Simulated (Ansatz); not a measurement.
AlInSb2:
```yaml
crystal:
  lattice:
    - [2.24929, 1.29863, 7.35210]
    - [-2.24929, 1.29863, 7.35210]
    - [0.00000, -2.59725, 7.35210]
  atoms:
    - { symbol: Al, position: [0.99966, 0.99966, 0.99966] }
    - { symbol: In, position: [0.50062, 0.50062, 0.50062] }
    - { symbol: Sb, position: [0.12058, 0.12058, 0.12058] }
    - { symbol: Sb, position: [0.62915, 0.62915, 0.62915] }
```

Relaxed with r²SCAN.

**Question.** Map the electron localisation function on the plane through (1.000, 1.000, 1.000) spanned by u = [1, 0, 0] and v = [-1, 1, 1] in lattice vectors, from plane-wave PAW r²SCAN (Ansatz code).

**Answer.** x is the fraction of u, y of v (the angle between them is 55°; rows are the nearest grid lines); atoms in the plane: Al at (0.00, 0.00), In at (0.00, 0.50), Sb at (0.24, 0.12), Sb at (0.26, 0.63).
```
y \ x   0.000  0.103  0.179  0.282  0.359  0.462  0.538  0.641  0.718  0.821  0.897   1.00
------  -----  -----  -----  -----  -----  -----  -----  -----  -----  -----  -----  -----
1.00    0.040  0.760  0.825  0.366  0.359  0.578  0.276  0.019  0.029  0.285  0.235  0.040
0.925   0.260  0.285  0.512  0.516  0.497  0.461  0.230  0.028  0.009  0.061  0.272  0.260
0.850   0.714  0.923  0.801  0.174  0.079  0.094  0.050  0.018  0.010  0.013  0.103  0.714
0.775   0.522  0.603  0.537  0.603  0.181  0.012  0.012  0.024  0.038  0.051  0.083  0.522
0.700   0.489  0.372  0.100  0.269  0.477  0.082  0.012  0.042  0.119  0.216  0.226  0.489
0.625   0.222  0.634  0.161  0.000  0.272  0.464  0.043  0.035  0.148  0.211  0.282  0.222
0.550   0.027  0.247  0.604  0.154  0.210  0.550  0.260  0.019  0.080  0.213  0.183  0.027
0.450   0.041  0.165  0.223  0.569  0.497  0.528  0.343  0.029  0.013  0.134  0.227  0.041
0.375   0.226  0.230  0.220  0.176  0.169  0.180  0.096  0.022  0.008  0.021  0.153  0.226
0.300   0.539  0.680  0.673  0.364  0.048  0.014  0.014  0.018  0.021  0.020  0.085  0.539
0.225   0.560  0.363  0.270  0.453  0.383  0.017  0.009  0.034  0.082  0.120  0.157  0.560
0.150   0.722  0.386  0.011  0.057  0.400  0.203  0.016  0.036  0.149  0.373  0.292  0.722
0.0750  0.278  0.862  0.299  0.004  0.263  0.525  0.100  0.020  0.103  0.467  0.159  0.278
0.000   0.040  0.760  0.825  0.366  0.359  0.578  0.276  0.019  0.029  0.285  0.235  0.040
```

The density is the valence pseudo-density with augmentation charge, so density and ELF within about 1 Å of a nucleus are not all-electron values.

Space group R3m. The workflow started from a Materials Project entry (that database holds measured and hypothetical structures alike); the Crystallography Open Database copy checked does not list it. With Al and In taken as one species the cell has the higher symmetry F-43m, so it may be an ordered model of a mixed-site phase. Whether it is the stable phase at ambient conditions was not checked. Symmetry was held in the r²SCAN relaxation; whether a distortion lowers the energy is not shown. Scalar-relativistic: spin–orbit coupling is off unless named, which matters more the heavier the elements.

Potentials: the later of the program's two PAW sets.
